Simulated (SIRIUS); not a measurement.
Set-up for a self-consistent single point of SnSe2 (P-3m1, 6 atoms in the cell; from Materials Project mp-665, changed as shown).

```yaml
crystal:
  lattice:
    - [3.85505, 0.00000, 0.00000]
    - [0.00000, 6.67714, 0.00000]
    - [0.00000, 0.00000, 6.50807]
  atoms:
    - { symbol: Sn, position: [0.00000, 0.00000, 0.00000] }
    - { symbol: Sn, position: [0.50000, 0.50000, 0.00000] }
    - { symbol: Se, position: [0.50000, 0.16667, 0.75710] }
    - { symbol: Se, position: [0.00000, 0.33333, 0.24290] }
    - { symbol: Se, position: [0.00000, 0.66667, 0.75710] }
    - { symbol: Se, position: [0.50000, 0.83333, 0.24290] }
```

Method: PBE, GBRV PBE ultrasoft pseudopotentials (plane waves; SIRIUS).

SIRIUS settings:

* **parameters.ngridk**: 6 4 4
* **parameters.xc_functionals**: [XC_GGA_X_PBE, XC_GGA_C_PBE]
* **parameters.gk_cutoff**: 6.325 1/bohr
* **parameters.pw_cutoff**: 14.143 1/bohr
* **parameters.smearing**: fermi_dirac
* **parameters.smearing_width**: 0.00183747 Ha
* **potentials**: GBRV PBE ultrasoft pseudopotentials
* **parameters.electronic_structure_method**: pseudopotential
* **parameters.num_bands**: 31
* **parameters.num_mag_dims**: 0
* **parameters.num_dft_iter**: 100
* **parameters.energy_tol**: 1e-07 Ha
* **parameters.density_tol**: 1e-06
* **mixer.type**: broyden2
* **mixer.beta**: 0.7
* **mixer.use_hartree**: false

Results:

- Number of valence electrons = 52
- Number of bands = 31
- Number of k-points after the program's reduction = 40
- Number of plane waves (most at a k-point) = 4867
- Number of SCF iterations = 32
- FFT grid = 36 × 60 × 60
- Free energy E − TS = -6708.0313 eV
- Gap on the k-point mesh = 0.72 eV
- Pressure = 1.21 GPa
- Largest force (vector length) = 0.160 eV/Å

Forces (eV/Å):
```tsv
atom	Fx	Fy	Fz
Sn1	0.000	0.000	0.000
Sn2	0.000	0.000	0.000
Se3	0.000	0.003	-0.160
Se4	0.000	-0.003	0.160
Se5	0.000	0.003	-0.160
Se6	0.000	-0.003	0.160
```

Stress (GPa, positive for compression):
```
 1.18   0.00   0.00
 0.00   1.08  -0.02
 0.00  -0.02   1.38
```

Gaps are taken between levels on the mesh.

For comparison: a first run was changed to give this one (lattice scaled by 0.98), and from it to this one the free energy drops by 4.9 meV/atom, the pressure goes from -2.02 to 1.21 GPa, the largest force goes from 0.317 to 0.160 eV/Å and the gap on the mesh goes from 0.630 to 0.721 eV.

The structure comes from a collection of computed structures, made at another level of theory; the collection holds predicted forms beside known ones. Its lattice was then scaled.

Cost on one core: around 2.6 core-minutes (rough).
